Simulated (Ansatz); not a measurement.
**Fields on a plane of Bi (A7 type, space group R-3m)**

```yaml
crystal:
  lattice:
    - [2.26684, 1.30876, 3.88461]
    - [-2.26684, 1.30876, 3.88461]
    - [0.00000, -2.61752, 3.88461]
  atoms:
    - { symbol: Bi, position: [0.23720, 0.23720, 0.23720] }
    - { symbol: Bi, position: [0.76280, 0.76280, 0.76280] }
```

The slice is a (-1 1 0 4) plane (indices of the conventional cell) through the point (0.237, 0.237, 0.237) (fractional), spanned by u = [1 0 -1] and v = [1 -1 1] in vectors of this cell: u (4.53 Å) and v (6.52 Å, at 90° to u). It covers one period; positions are fractions (u, v).

Atoms on it: Bi at (0.00, 0.00); Bi at (0.00, 0.53), 0.2 Å off the plane. Other atoms lie within 1 Å of the plane.

Method: PBE-D3(BJ) (plane waves to 420 eV, PAW, scalar-relativistic; Ansatz, a first-principles code). k mesh 13×13×13. Near the nuclei the fields are pseudised (PAW); where an atom keeps semicore shells as valence, they peak there. Bi was relaxed with its symmetry unable to fall. Spin-orbit coupling is left out, though Bi is heavy. The PAW data are Ansatz's earlier set.

```
|99999988665544332222111111222233445566889999|
|99998877665544332211111111112233445566778899|
|88887766554433222211111111112222334455667788|
|77776655443333221111110011111122333344556677|
|55555544443322221100000000001122223344445555|
|44444444332222111100000000001111222233444444|
|44444433332222110000000000000011222233334444|
|44443333332222110000000000000011222233333344|
|44444433332222111100000000001111222233334444|
|55555544333322111100000000001111223333445555|
|66666655443322221111000000111122223344556666|
|88777766554433221111110011111122334455667777|
|99888877664433222211111111112222334466778888|
|99998888665544332211111111112233445566888899|
|99999988665544332211111111112233445566889999|
|99998888665544332211111111112233445566888899|
|99998877665544332211111111112233445566778899|
|88887766554433222211111111112222334455667788|
|77776655443333221111110011111122333344556677|
|55555544443322111100000000001111223344445555|
|44444433332222111100000000001111222233334444|
|33333333222211110000000000000011112222333333|
|33333322221111000000000000000000111122223333|
|33332222221111000000000000000000111122222233|
|33333333222211110000000000000011112222333333|
|44444433332222111100000000001111222233334444|
|55555544443322221111000000111122223344445555|
|77776655443333221111111111111122333344556677|
|88887766554433222211111111112222334455667788|
|99998877665544332211111111112233445566778899|
|99999988665544332222111111222233445566889999|
|99999988775544332222111111222233445577889999|
```
Scale: ten equal steps from -1.68 (start of '0') to 0.94 (end of '9'), in the order '0123456789'. Values: log₁₀ of the valence density in e/Å³. The map has 22 points along u (two characters each, u = 0 at the left) and 32 along v (v = 0 in the bottom row). The scale is logarithmic, as a density can span decades between atoms and voids.

```
|xxx+%%%#+-:.:-+#%%%+xx|
|xx=*%%##=-:.:-=##%%*=x|
|=+*%%%#*=:...:=*#%%%*+|
|##%%##*+-.. ..-+*##%%#|
|%%%###+=:.   .:=+###%%|
|%%%%#*=:.     .:=*#%%%|
|@@@%#+-:.     .:-+#%@@|
|@@@%#+-:.     .:-+#%@@|
|%%%%#*=:.     .:=*#%%%|
|%%%%##+-.     .-+##%%%|
|#%%%%#*=:.   .:=*#%%%%|
|+*#%%%#+-.   .-+#%%%#*|
|x-+#%%#*=:. .:=*#%%#+-|
|xx-*%%%#=:...:=#%%%*-x|
|xxx+%%%#=:...:=#%%%+xx|
|xx-*%%%#=:...:=#%%%*-x|
|xx+#%%%#=:...:=#%%%#+x|
|+*#%@%%*-:. .:-*%%@%#*|
|%%@@@%#+-.   .-+#%@@@%|
|@@@@%%*-:.   .:-*%%@@@|
|@@@%#*=:.     .:=*#%@@|
|###*+-:.       .:-+*##|
|+++=-:.         .:-=++|
|++==-:.         .:-==+|
|###*+-:.       .:-+*##|
|@%%%#*=:.     .:=*#%%%|
|@@@%%%*=:.   .:=*%%%@@|
|%%@@%%#+-:...:-+#%%@@%|
|++#%%%%*=:...:=*%%%%#+|
|xx=#%%%#+-:.:-+#%%%#=x|
|xxx+%%%#+-:::-+#%%%+xx|
|xxx+#%%#+-:::-+#%%#+xx|
```
Scale: ten equal steps from 0.03 (start of ' ') to 0.49 (end of '@'), in the order ' .:-=+*#%@'. Values: electron localisation function (ELF). The map has 22 points along u (one character each, u = 0 at the left) and 32 along v (v = 0 in the bottom row). Points within 0.5 Å of a nucleus are blanked (x), as the pseudised field means little there.
